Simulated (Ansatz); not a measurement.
Relaxation of a generated cell, Ag built in the diamond structure type; 2 atoms in the cell, which starts as Fd-3m, origin choice 1 (No. 227), cF8; a = b = c = 5.7574 Å, α = β = γ = 90.00°. Calculation: PBEsol (plane waves to 420 eV, PAW, scalar-relativistic; Ansatz, a program for electronic structure). Γ-centred k-mesh 10×10×10 on the run's cell (coarser than for final values), Fermi–Dirac smearing 0.05 eV. This is the first round of the run. 

The optimiser's lines from the output (shortened; P is positive under compression):

```
relax step   1: F+E_penalty+E_count = -15042.46289782 eV  Δ(F+E_penalty+E_count) = +0.000e0 eV  max|allowed force component| = 6.939e-18 eV/Å  Δτ_max = 0.0000 Å  P = +8.982 GPa  Ω = 47.710 Å³  (7 SCF iters, dr2 threshold 1.00e-7 eV, accepted)
relax step   2: F+E_penalty+E_count = -15042.63381312 eV  Δ(F+E_penalty+E_count) = -1.709e-1 eV  max|allowed force component| = 8.095e-18 eV/Å  Δτ_max = 0.0000 Å  P = +0.866 GPa  Ω = 53.984 Å³  (6 SCF iters, dr2 threshold 2.00e-7 eV, accepted)
relax step   3: F+E_penalty+E_count = -15042.63612851 eV  Δ(F+E_penalty+E_count) = -2.315e-3 eV  max|allowed force component| = 1.272e-17 eV/Å  Δτ_max = 0.0000 Å  P = +0.223 GPa  Ω = 54.752 Å³  (4 SCF iters, dr2 threshold 2.00e-7 eV, accepted)
relax step   4: F+E_penalty+E_count = -15042.63622981 eV  Δ(F+E_penalty+E_count) = -1.013e-4 eV  max|allowed force component| = 2.024e-17 eV/Å  Δτ_max = 0.0000 Å  P = +0.009 GPa  Ω = 55.024 Å³  (4 SCF iters, dr2 threshold 1.25e-7 eV, accepted)
relax step   5: F+E_penalty+E_count = -15042.63852460 eV  Δ(F+E_penalty+E_count) = -2.295e-3 eV  max|allowed force component| = 2.197e-17 eV/Å  Δτ_max = 0.0000 Å  P = -0.004 GPa  Ω = 55.024 Å³  stress off target by 4.04e-3 GPa  SCF on the basis re-selected at this cell (its energy is not comparable with the rows above)  (6 SCF iters)
```

From the first to the last row the energy changes by -0.09 eV/atom and the volume by +15.3 %. The last row is marked as not comparable with the walk above it, whose basis was carried along; it does compare with step 1, since both stand on a basis selected at the nominal cutoff for their own cell.

Later rounds, restarted from the end of this one on a renewed k-mesh, logged 5 more steps and released under 0.01 eV/atom more. The final structure after all rounds: Fd-3m, origin choice 1 (No. 227), cF8, diamond type; a = b = c = 6.039 Å, α = β = γ = 90.00°. Between re-selections the logged energies stand on a plane-wave basis carried along with the cell. No spin polarisation in the result.

The run could not lower the symmetry of its start; a shaken copy of this end point relaxes with PBEsol to Fm-3m (No. 225), 0.99 eV/atom lower.

The relaxed structure here is a generated cell of Ag: the first start was made by placing the elements on the sites of a structure type, and the end was not matched to a known phase here, so it may be hypothetical. Known forms of Ag include space group No. 225.
